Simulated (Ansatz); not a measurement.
Level of theory: Ansatz, DFT PBE, scalar-relativistic, plane waves, PAW. Settings: cutoff 420 eV, Γ-centred meshes spaced at most about 0.3 Å⁻¹, and about 0.25 Å⁻¹ or finer for metals (2π included), Gaussian smearing. Collinear spin in cells that started with moments and kept them past the coarse steps, no spin elsewhere.

All energies are static (0 K, no zero-point motion).

Two forms of Sc₂TaO₂ were relaxed alike.

A. (no spin)

```xyz
5
Lattice="-2.0949 2.0949 4.9212 2.0949 -2.0949 4.9212 2.0949 2.0949 -4.9212" Properties=species:S:1:pos:R:3 pbc="T T T"
Sc    0.0000    2.0949    2.4606
Sc    2.0949    0.0000    2.4606
Ta    0.0000    0.0000    0.0000
O     0.0000    0.0000    7.7946
O     0.0000    0.0000    2.0477
```

B. (site moments Ta 0.4 μB)

```xyz
5
Lattice="-1.7367 1.7367 7.0125 1.7367 -1.7367 7.0125 1.7367 1.7367 -7.0125" Properties=species:S:1:pos:R:3 pbc="T T T"
Sc    0.0000    0.0000    4.5774
Sc    0.0000    0.0000    9.4477
Ta    0.0000    0.0000    0.0000
O     1.7367    0.0000    3.5063
O     0.0000    1.7367    3.5063
```

Problem. Which would you expect to be lower, and how large is the difference?

Solution. B is lower, by 84 meV/atom. A has space group I4/mmm (No. 139), 17.3 Å³/atom and no gap on its mesh; B has space group I4/mmm (No. 139), 16.9 Å³/atom and no gap. Counting O atoms around Sc and Ta (those within 1.25 times the shortest such distance or 1.15 times the sum of covalent radii, 1.27 where that leaves under three; the shortest distance is added where it exceeds 1.18 times the sum of covalent radii), A has Sc 4, Ta 2 and B has Sc 4, Ta 8 from 3.9 Å. Their magnetic states differ too, which can make part of the margin. In A, Sc has 4 O at 2.14 Å, 4 Sc at 2.96 Å and 4 Ta at 3.23 Å; around Ta lie 2 O at 2.05 Å and 8 Sc at 3.23 Å; O is surrounded by 1 Ta at 2.05 Å and 4 Sc at 2.14 Å. In B, around Sc lie 4 O at 2.04 Å, 4 Sc at 3.26 Å, 4 Ta at 3.46 Å and 4 Sc at 3.47 Å; Ta has 8 Sc at 3.46 Å, 4 Ta at 3.47 Å and 8 O at 3.91 Å; O is surrounded by 4 Sc at 2.04 Å, 4 O at 2.46 Å, 4 O at 3.47 Å and 4 Ta at 3.91 Å. Both come from invented guesses.

Spin–orbit coupling, which can matter for Ta, is left out. In I4/mmm at 17.3 Å³/atom an odd number of electrons in the primitive cell allows no gap without spin; a larger cell or a magnetic state could open one. A magnetic state wasn't ruled out in cells without spin, among them I4/mmm at 17.3 Å³/atom. The magnetic state reached may not be the lowest. Cells relaxed within their symmetry can be saddle points. Some structure types and database cells were kept out of the candidates from the start, so a known form may be missing.
